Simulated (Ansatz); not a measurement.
Theory: DFT PBE, scalar-relativistic, plane waves, PAW (Ansatz). Settings: cutoff 420 eV, Γ-centred meshes spaced at most about 0.3 Å⁻¹, and about 0.25 Å⁻¹ or finer for metals (2π included), Gaussian smearing. No spin polarisation in the final relaxations.

These are static total energies at zero pressure. All come from trial cells, and lower structures may exist.

Task: Order these relaxed structures of CdSnO2 by energy, lowest first, with the energy over the lowest of them.
A.

Space group P-3m1 (No. 164). a = 3.408 Å, b = 3.408 Å, c = 6.103 Å, α = 90.00°, β = 90.00°, γ = 120.00°
```csv
atom,site,symmetry,x,y,z
Cd,1b,-3m.,0.0000,0.0000,0.5000
Sn,1a,-3m.,0.0000,0.0000,0.0000
O,2d,3m.,0.3333,0.6667,0.7282
```

B.

Space group P2_1/m (No. 11). a = 5.698 Å, b = 3.511 Å, c = 7.878 Å, α = 90.00°, β = 99.30°, γ = 90.00°
| atom | site | symmetry | x | y | z |
| --- | --- | --- | --- | --- | --- |
| Cd | 2e | m | 0.2814 | 0.2500 | 0.3870 |
| Sn | 2e | m | 0.2662 | 0.2500 | 0.8394 |
| O | 2e | m | 0.0909 | 0.7500 | 0.7148 |
| O | 2e | m | 0.4960 | 0.2500 | 0.6590 |

Result: B (0 meV/atom), A (316 meV/atom). Forms: B P2_1/m; A P-3m1. Counting O atoms around Cd and Sn (those within 1.25 times the shortest such distance or 1.15 times the sum of covalent radii; the shortest distance is added where it is long for a bond): B has Cd 4, Sn 3; A has Cd 6, Sn 6 from 2.6 Å.

Weakly bound directions are ill-defined at this level, which has no dispersion term (P2_1/m), and this can change margins and order among such cells. Cells relaxed within their symmetry can be saddle points. The P2_1/m cell of CdSnO2 came from shaking the P-3m1 one. Some structure types and database cells were kept out of the candidates from the start, so a known form may be missing.
